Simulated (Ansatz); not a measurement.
The relaxed structure here is a generated cell of ZrRh: the first start was made by placing the elements on the sites of a structure type, and the end was not matched to a known phase here, so it may be hypothetical.

The end point of a relaxation of ZrRh. Space group Fm-3m (No. 225), rock salt type. Method: PBEsol (plane waves to 420 eV, PAW, scalar-relativistic; Ansatz, an electronic-structure program).

```cif
data_RhZr
_chemical_formula_sum 'Zr1 Rh1'
_space_group_name_H-M_alt 'P 1'
_space_group_IT_number 1
_cell_length_a 3.75932
_cell_length_b 3.75932
_cell_length_c 3.75932
_cell_angle_alpha 60.000
_cell_angle_beta 60.000
_cell_angle_gamma 60.000
loop_
_space_group_symop_operation_xyz
  'x, y, z'
loop_
_atom_site_label
_atom_site_type_symbol
_atom_site_fract_x
_atom_site_fract_y
_atom_site_fract_z
_atom_site_occupancy
Zr1 Zr 0.00000 0.00000 0.00000 1
Rh1 Rh 0.50000 0.50000 0.50000 1
```

| Quantity | Result |
|---|---|
| Volume per atom | 18.78 Å³ |
| Band gap | zero (metallic) |
| Shortest distances | Rh–Zr 2.66 Å |
| k-mesh | 15×15×15 |

Band energies at high-symmetry points (eV from the Fermi level; labels of this space group; no spin-orbit coupling), from −5 eV up to 2.3 eV:

```csv
point,energies
Γ,-4.20 -4.20 -3.83 -3.83 -3.83
X,-3.67 -3.54 -2.58 -1.59 -1.59 0.11
U,-4.38 -3.20 -2.91 -2.59 -2.33 -1.84 0.60 1.53 2.29
K,-4.38 -3.20 -2.91 -2.59 -2.33 -1.84 0.60 1.53 2.29
L,-3.55 -2.96 -2.48 -2.48 -1.82 -1.82 0.00 0.00 0.39
W,-3.68 -3.68 -3.36 -3.02 -1.58 -1.44 0.63 1.38 1.38
```

No spin polarisation in the result.

The run could not lose the symmetry of its start: the end is stationary, and may be a saddle point rather than a minimum.

All atoms sit on sites fixed by symmetry, so only the cell could relax.
